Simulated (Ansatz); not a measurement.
Relax this structure to zero stress and force, keeping its symmetry:

Space group Pm-3m (No. 221). a = 3.638 Å, b = 3.638 Å, c = 3.638 Å, α = 90.00°, β = 90.00°, γ = 90.00°
| atom | site | symmetry | x | y | z |
| --- | --- | --- | --- | --- | --- |
| Co | 3c | 4/mm.m | 0.0000 | 0.5000 | 0.5000 |
| Ir | 1a | m-3m | 0.0000 | 0.0000 | 0.0000 |

Theory: DFT r2SCAN, scalar-relativistic, plane waves, PAW (Ansatz).

Settings: cutoff 500 eV, Γ-centred mesh 12×12×12 on the computed 4-atom cell, Gaussian smearing of 0.10 eV; collinear spin from starting moments 2.36 2.36 2.36 0.92 μB.

What does it relax to?

The volume goes up by 0.01 Å³/atom to 12.05 Å³/atom, and the energy changes by under 0.1 meV/atom. The cell ends with a moment of 6.98 μB (only this magnetic start was tried). Final structure:
```cif
data_structure
_symmetry_space_group_name_H-M 'Pm-3m'
_symmetry_Int_Tables_number 221
_cell_length_a 3.6390
_cell_length_b 3.6390
_cell_length_c 3.6390
_cell_angle_alpha 90.000
_cell_angle_beta 90.000
_cell_angle_gamma 90.000
_cell_volume 48.19
loop_
_atom_site_label
_atom_site_type_symbol
_atom_site_symmetry_multiplicity
_atom_site_Wyckoff_symbol
_atom_site_fract_x
_atom_site_fract_y
_atom_site_fract_z
_atom_site_occupancy
Co1 Co 3 c 0.00000 0.50000 0.50000 1
Ir1 Ir 1 a 0.00000 0.00000 0.00000 1
```

The state reached may not be the lowest one. Spin-orbit coupling is left out, which matters for the bands of heavy elements.

Cost: 1 run of about 4.3 core-minutes, on Arm Neoverse V1 (shared hosts).